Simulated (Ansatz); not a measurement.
TePb:
```cif
data_Pb4Te4
_chemical_formula_sum 'Te4 Pb4'
_space_group_name_H-M_alt 'F-43m'
_space_group_IT_number 216
_space_group_name_Hall 'F -4 2 3'
_cell_length_a 7.12394
_cell_length_b 7.12394
_cell_length_c 7.12394
_cell_angle_alpha 90.000
_cell_angle_beta 90.000
_cell_angle_gamma 90.000
loop_
_atom_site_label
_atom_site_type_symbol
_atom_site_symmetry_multiplicity
_atom_site_Wyckoff_symbol
_atom_site_fract_x
_atom_site_fract_y
_atom_site_fract_z
_atom_site_occupancy
Te1 Te 4 c 0.25000 0.25000 0.25000 1
Pb1 Pb 4 a 0.00000 0.00000 0.00000 1
```
(The calculation used a cell of 2 atoms; values per cell refer to that cell.)

This is the LDA-relaxed structure.

Problem. All from plane-wave PAW LDA (Ansatz code), unless another level is named. Give the highest zone-centre frequency (without LO–TO term).

Solution. 3.26 THz.

Problem. Next, the bulk modulus (Birch–Murnaghan fit)?

Solution. 29.9 GPa.

The cell is a constructed one: a structure type filled with these elements; neither database checked (COD, Materials Project) lists it. It is not the phase usual at ambient conditions (space group No. 225). The LDA relaxation kept the symmetry of its start. At this level the phase is mechanically unstable. Scalar-relativistic: spin–orbit coupling is off unless named, which matters more the heavier the elements.

Potentials: the later of the program's two PAW sets.
